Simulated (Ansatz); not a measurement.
A geometry of WS2 away from equilibrium: step 2 of the relaxation of a generated cell, WS2 built in the 2H-MoS2 structure type. All values below come from PBEsol (plane waves to 420 eV, PAW, scalar-relativistic; Ansatz, a program for electronic structure). Γ-centred k-mesh 8×8×2 on the run's cell (coarser than for final values), Fermi–Dirac smearing 0.05 eV. The plane waves were selected for a different cell earlier on the path.

```
WS2
1.0
    3.05039     0.00000     0.00000
   -1.52520     2.64172     0.00000
    0.00000     0.00000    12.53299
W S
2 4
Direct
  0.33333   0.66667   0.25000
  0.66667   0.33333   0.75000
  0.33333   0.66667   0.61896
  0.66667   0.33333   0.11896
  0.66667   0.33333   0.38104
  0.33333   0.66667   0.88104
```

Problem. What forces act on the atoms (eV/Å)?

Solution. 
```
atom    Fx    Fy     Fz
----  ----  ----  -----
W1    0.00  0.00   0.00
W2    0.00  0.00   0.00
S3    0.00  0.00   0.79
S4    0.00  0.00   0.79
S5    0.00  0.00  -0.79
S6    0.00  0.00  -0.79
```

The path ends in P6₃/mmc (No. 194) (AFLOW prototype AB2_hP6_194_c_f (C7, as in MoS2)). No spin polarisation in the result. Without a van der Waals term the distances between weakly bound units are poorly fixed.

The run could not lose the symmetry of its start.
